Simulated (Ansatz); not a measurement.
**Quadrupolar parameters in Ga₂HCl₃**

The cell is an entry of the Crystallography Open Database (COD; perhaps a calculated or model structure), ions relaxed with PBE at fixed cell.

```
CELL_PARAMETERS angstrom
5.73000 0.00000 0.00000
0.00000 6.78700 0.00000
-3.73545 0.00000 14.37024
ATOMIC_POSITIONS crystal
Ga 0.92624 0.76676 0.92060
Ga 0.07376 0.26676 0.57940
Ga 0.07376 0.23324 0.07940
Ga 0.92624 0.73324 0.42060
Ga 0.64875 0.68486 0.64644
Ga 0.35125 0.18486 0.85356
Ga 0.35125 0.31514 0.35356
Ga 0.64875 0.81514 0.14644
H 0.85888 0.79584 0.01435
H 0.14112 0.29584 0.48565
H 0.14112 0.20416 0.98565
H 0.85888 0.70416 0.51435
Cl 0.80978 0.48895 0.84347
Cl 0.19022 0.98895 0.65653
Cl 0.19022 0.51105 0.15653
Cl 0.80978 0.01105 0.34347
Cl 0.32659 0.77955 0.93552
Cl 0.67341 0.27955 0.56448
Cl 0.67341 0.22045 0.06448
Cl 0.32659 0.72045 0.43552
Cl 0.78121 0.99894 0.81279
Cl 0.21879 0.49894 0.68721
Cl 0.21879 0.00106 0.18721
Cl 0.78121 0.50106 0.31279
```

Atoms are numbered from 1 in the order listed; like atoms form one site, named after its first atom.

All values are calculated (Ansatz; DFT, r2SCAN, plane waves and PAW, scalar-relativistic, 500 eV cutoff, Γ-centred 5×4×2 k-points, Fermi–Dirac smearing 0.02 eV), not measured.

Conventions: |V_zz| ≥ |V_yy| ≥ |V_xx|, η = (V_xx − V_yy)/V_zz, C_Q = eQV_zz/h. Directions are in the Cartesian axes of the cell vectors above, for the atom listed; none is given where the gradient is under 0.02 or η is above 0.95.

```json
{"site": "Ga1", "first atom": "1", "first shell": "1 H at 1.55 Å, 3 Cl at 2.22–2.25 Å", "V_zz (10²¹ V/m²)": "-13.63", "η": "0.12", "direction of V_zz (x, y, z)": "-0.45 0.17 0.88"}
{"site": "Ga5", "first atom": "5", "first shell": "1 H at 2.55 Å, 8 Cl at 2.96–3.70 Å; also 3 Ga at 4.02–4.07 Å, 1 Cl at 4.23 Å", "V_zz (10²¹ V/m²)": "1.01", "η": "0.21", "direction of V_zz (x, y, z)": "0.67 -0.57 0.48"}
{"site": "H", "first atom": "9", "first shell": "1 Ga at 1.55 Å; also 2 Ga at 2.55–3.27 Å", "V_zz (10²¹ V/m²)": "1.15", "η": "0.02", "direction of V_zz (x, y, z)": "-0.49 0.13 0.86"}
{"site": "Cl13", "first atom": "13", "first shell": "1 Ga at 2.22 Å; also 1 Ga at 3.13 Å", "V_zz (10²¹ V/m²)": "14.85", "η": "0.20", "direction of V_zz (x, y, z)": "0.19 0.83 0.53"}
{"site": "Cl17", "first atom": "17", "first shell": "1 Ga at 2.25 Å; also 2 Ga at 3.03–3.22 Å", "V_zz (10²¹ V/m²)": "13.31", "η": "0.27", "direction of V_zz (x, y, z)": "0.99 0.07 0.11"}
{"site": "Cl21", "first atom": "21", "first shell": "1 Ga at 2.25 Å; also 2 Ga at 2.96–3.21 Å", "V_zz (10²¹ V/m²)": "12.76", "η": "0.25", "direction of V_zz (x, y, z)": "-0.26 0.69 -0.67"}
```

At H, Cl13, Cl17 and Cl21 V_zz points along its bond to Ga (within 4°) in each case. At Ga1 V_zz points along its shortest bond, to H (within 4°).

The database positions were far from equilibrium, so the relaxed structure may not be the compound's real one.
